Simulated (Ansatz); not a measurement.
A plane-wave DFT run in Ansatz 0.2.0 (scalar-relativistic PAW potentials unless the input names others): input and command.

```yaml
crystal:
  lattice:
    - [4.8845028706, 0.0, 0.0]
    - [0.0, 4.8845028706, 0.0]
    - [0.0, 0.0, 5.0798829854]
  atoms:
    - { symbol: W, position: [0.5, 0.75, 0.0] }
    - { symbol: W, position: [0.0, 0.5, 0.75] }
    - { symbol: W, position: [0.25, 0.0, 0.5] }
    - { symbol: W, position: [0.5, 0.25, 0.0] }
    - { symbol: W, position: [0.0, 0.5, 0.25] }
    - { symbol: W, position: [0.75, 0.0, 0.5] }
    - { symbol: O, position: [0.5, 0.5, 0.5] }
    - { symbol: O, position: [0.0, 0.0, 0.0] }
basis:
  ecutwfc: 420
kpoints:
  mp_grid: { grid: [8, 8, 8] }
hamiltonian:
  xc: pbe
scf:
  occupations: { method: gaussian, width: 0.15 }
  convergence: { dr2_threshold: 1.0e-14 }
  max_iter: 80
output:
  forces: true
  eigenvalues: true
  stress: true
```

```bash
ansatz run input.yaml --threads 2 --pin off --max-ram 5120MiB --backend cpu --events-out ev --progress --plain --runs-dir out
```

Abridged log:
```
Basis set: ecut = 420 eV, 2373 PW (Γ), exchange–correlation on 72×72×72 points (8 copies of the dense FFT grid, shifted against one another)
Bands: 58, of which v1, the nominal top of the filled ones, is band 48 counted from 1 (47 counted from 0)
Symmetry: 16 space group operations
k-points: 75 of 512
SCF iter   1: F=—  HF=-63431.903136 eV  |F-HF|=—  |Δ(HF+E_count)|=         —  Δρ=1.39e-2  dr2=1.91e-1  ethr=1.77e-3  ⟨swp⟩=4.4  Hψ=16052  notcnv=0
SCF iter   2: F=—  HF=-63431.876314 eV  |F-HF|=—  |Δ(HF+E_count)|=   2.68e-2  Δρ=6.65e-3  dr2=4.37e-2  ethr=1.99e-4  ⟨swp⟩=1.0  Hψ=5027  notcnv=0  defer=1
SCF iter   3: F=—  HF=-63431.869222 eV  |F-HF|=—  |Δ(HF+E_count)|=   7.09e-3  Δρ=1.12e-3  dr2=1.20e-3  ethr=4.55e-5  ⟨swp⟩=2.0  Hψ=5851  notcnv=0  defer=1
SCF iter   4: F=—  HF=-63431.869207 eV  |F-HF|=—  |Δ(HF+E_count)|=   1.44e-5  Δρ=1.47e-4  dr2=3.13e-5  ethr=1.25e-6  ⟨swp⟩=2.5  Hψ=5871  notcnv=0  defer=1
SCF iter   5: F=—  HF=-63431.869105 eV  |F-HF|=—  |Δ(HF+E_count)|=   1.02e-4  Δρ=3.30e-5  dr2=1.88e-6  ethr=3.26e-8  ⟨swp⟩=2.4  Hψ=6720  notcnv=0  defer=1
SCF iter   6: F=—  HF=-63431.869103 eV  |F-HF|=—  |Δ(HF+E_count)|=   1.65e-6  Δρ=6.98e-6  dr2=7.34e-8  ethr=1.96e-9  ⟨swp⟩=2.1  Hψ=5709  notcnv=0  defer=1
SCF iter   7: F=—  HF=-63431.869103 eV  |F-HF|=—  |Δ(HF+E_count)|=  4.73e-10  Δρ=1.01e-6  dr2=8.04e-10  ethr=7.64e-11  ⟨swp⟩=2.1  Hψ=5787  notcnv=0  defer=1
SCF iter   8: F=—  HF=-63431.869103 eV  |F-HF|=—  |Δ(HF+E_count)|=  2.18e-10  Δρ=1.87e-7  dr2=3.26e-11  ethr=8.37e-13 (applied; sched 1.00e-12)  ⟨swp⟩=2.1  Hψ=6311  notcnv=0  defer=1
SCF iter   9: F=—  HF=-63431.869103 eV  |F-HF|=—  |Δ(HF+E_count)|=  2.18e-11  Δρ=3.04e-8  dr2=1.09e-12  ethr=3.40e-14 (applied; sched 1.00e-12)  ⟨swp⟩=2.3  Hψ=6275  notcnv=0  defer=128
SCF iter  10: F=—  HF=-63431.869103 eV  |F-HF|=—  |Δ(HF+E_count)|=  2.91e-11  Δρ=6.78e-9  dr2=5.27e-14  ethr=1.13e-15 (applied; sched 1.00e-12)  ⟨swp⟩=2.1  Hψ=6656  notcnv=0  defer=128
SCF iter  11: F=-63431.869103 eV  HF=-63431.869103 eV  |F-HF|=7.28e-12  |Δ(HF+E_count)|=  2.18e-11  Δρ=1.49e-9  dr2=2.25e-15  ethr=1.00e-12  ⟨swp⟩=8.2  Hψ=12943  notcnv=0
SCF 1 converged in 11 iterations: F = -63431.869103 eV  dr2 = 2.25e-15
SCF converged after 11 iterations
Free energy (F): -63431.869103 eV
Harris-Foulkes:  -63431.869103 eV  (|F-HF|=7.28e-12)
Internal energy: -63431.793828 eV  (E = F + TS)
E sigma→0 (E₀):  -63431.831465 eV
Entropy (-TS):   -0.075275 eV (-9.409 meV/atom)
Fermi energy:    18.425341 eV
--- Forces (eV/Å), atoms counted from 1 ---
  atom   1  W      0.00000000    -0.38626395     0.00000000
  atom   2  W      0.00000000     0.00000000     0.00000000
  atom   3  W     -0.38626395     0.00000000     0.00000000
  atom   4  W      0.00000000     0.38626395     0.00000000
  atom   5  W      0.00000000     0.00000000     0.00000000
  atom   6  W      0.38626395     0.00000000     0.00000000
  atom   7  O      0.00000000     0.00000000     0.00000000
  atom   8  O      0.00000000     0.00000000     0.00000000
--- Stress (GPa, compression-positive) ---
       -7.965357       0.000000       0.000000
        0.000000      -7.965357       0.000000
        0.000000       0.000000      -9.999338
  P = ⅓ Tr σ = -8.6434 GPa (-86.434 kbar)
```

One setting here is needlessly strict: a threshold far tighter than needed (scf.convergence.dr2_threshold: not typed → 1e-14). It leaves the result as it was and can only cost iterations: the run converged in 11 SCF iterations (reference: 6) with an energy at zero smearing within 0.01 meV/atom of the reference's, pressure -8.64 GPa, largest force 0.386 eV/Å, no gap on the mesh. A reference run from the same start on usual settings converged with pressure -8.64 GPa, largest force 0.386 eV/Å, no gap on the mesh.

It took 35 s on 2 threads of Intel(R) Xeon(R) Processor @ 2.50GHz (Skylake/Cascade Lake), on a shared host, peak memory 0.67 GiB.